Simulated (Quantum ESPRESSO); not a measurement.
pw.x input (Quantum ESPRESSO 7.5; LDA, PseudoDojo standard norm-conserving files, scalar-relativistic):

```
&CONTROL
  calculation = 'scf'
  pseudo_dir = './pseudo'
  outdir = './out'
  tprnfor = .true.
  tstress = .true.
/
&SYSTEM
  ibrav = 0
  nat = 3
  ntyp = 2
  ecutwfc = 78.0
  ecutrho = 312.0
  occupations = 'smearing'
  smearing = 'fd'
  degauss = 0.005
  nbnd = 12
/
&ELECTRONS
  conv_thr = 3e-10
/
ATOMIC_SPECIES
B 10.8100 B.upf
Sc 44.9559 Sc.upf
CELL_PARAMETERS angstrom
  3.145410015000   0.000000000000   0.000000000000
 -1.572705008000   2.724004978000   0.000000000000
  0.000000000000   0.000000000000   3.535400000000
ATOMIC_POSITIONS crystal
B   0.666666667000   0.333333333000   0.500000000000
B   0.333333333000   0.666666667000   0.500000000000
Sc   0.000000000000   0.000000000000   0.000000000000
K_POINTS automatic
18 18 12 0 0 0
```

End of the output:

```
     total energy              =    -108.75879584 Ry
     estimated scf accuracy    <          7.1E-09 Ry
     total energy              =    -108.75879587 Ry
     estimated scf accuracy    <       0.00000004 Ry
     total energy              =    -108.75879587 Ry
     estimated scf accuracy    <          4.1E-09 Ry
[...]
     the Fermi energy is    11.7326 ev
!    total energy              =    -108.75879587 Ry
     estimated scf accuracy    <          1.3E-10 Ry
     smearing contrib. (-TS)   =      -0.00106997 Ry
     internal energy E=F+TS    =    -108.75772590 Ry
     The total energy is F=E-TS. E is the sum of the following terms:
     one-electron contribution =     -21.82007806 Ry
     hartree contribution      =      18.61133299 Ry
     xc contribution           =     -21.08249946 Ry
     ewald contribution        =     -84.46648138 Ry
     convergence has been achieved in  12 iterations
     Forces acting on atoms (cartesian axes, Ry/au):
     atom    1 type  1   force =     0.00000000    0.00000000    0.00000000
     atom    2 type  1   force =    -0.00000000    0.00000000    0.00000000
     atom    3 type  2   force =    -0.00000000   -0.00000000   -0.00000000
     Total force =     0.000000     Total SCF correction =     0.000000
     Computing stress (Cartesian axis) and pressure
          total   stress  (Ry/bohr**3)                   (kbar)     P=      -99.34
  -0.00065369  -0.00000000  -0.00000000          -96.16       -0.00       -0.00
  -0.00000000  -0.00065369  -0.00000000           -0.00      -96.16       -0.00
   0.00000000   0.00000000  -0.00071857            0.00        0.00     -105.71
```

Geometry of the Materials Project entry, not relaxed at this level.
